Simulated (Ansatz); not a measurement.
**Structure search: one Li3Ge2 candidate**

The calculation used Ansatz 0.2.0, DFT PBE, scalar-relativistic, plane waves, PAW. Cutoff 420 eV, Gaussian smearing, Γ-centred meshes. Cell and atoms relax first on a coarse mesh and then on a finer one. In between, the cell is made exact in the group found at 0.06 Å. In metals the finer mesh still leaves noise of several meV/atom or more. The steps can't lower the symmetry of their start. No spin polarisation.

A trial structure of Li3Ge2 was built thus: random cell by space group and Wyckoff sites (P6mm, No. 183). The dimensions are guesses.

```
Li Ge
1.0
     4.28576    0.00000    0.00000
    -2.14288    3.71158    0.00000
     0.00000    0.00000    4.79852
Li Ge
3 2
Direct
  0.50000 0.00000 0.42989
  0.00000 0.50000 0.42989
  0.50000 0.50000 0.42989
  0.00000 0.00000 0.80286
  0.00000 0.00000 0.33723
```

Formation energies are uncorrected and refer to the elements' standard structures at the same level.

Task: Which structure results?

Result: The symmetry goes from P6mm (No. 183) to P6/mmm (No. 191). The volume per atom grows by 51.7 %, from 15.3 to 23.2 Å³. The shortest distance goes from 2.14 Å (Li–Li) to 2.49 Å (Ge–Ge). The energy falls by about 0.64 eV/atom (the start's value is from the coarse mesh). The end is written in a standard setting, so origin, axes and order of atoms can differ from the start's. Conventional cell: a = 5.142 Å, c = 5.057 Å. Li has 4 Li at 2.57 Å and 4 Ge at 2.87 Å; around Ge lie 2 Ge at 2.49–2.57 Å and 6 Li at 2.87 Å.

```xyz
5
Lattice="5.1423 0.0000 0.0000 -2.5712 4.4534 0.0000 0.0000 0.0000 5.0568" Properties=species:S:1:pos:R:3 pbc="T T T"
Li    2.5712    0.0000    0.0000
Li   -1.2856    2.2267    0.0000
Li    1.2856    2.2267    0.0000
Ge    0.0000    0.0000    1.2854
Ge    0.0000    0.0000    3.7715
```

Task: How does it come out in energy, and is it a metal?

Result: The energy over the elements is +0.17 eV/atom and the gap on the 12×12×8 mesh of the 5-atom cell is 0 eV (a metal).

The separate elements lie lower, so it is unstable against them.

The last run used Gaussian smearing of 0.10 eV. A structure relaxed within its symmetry needn't be a true minimum.
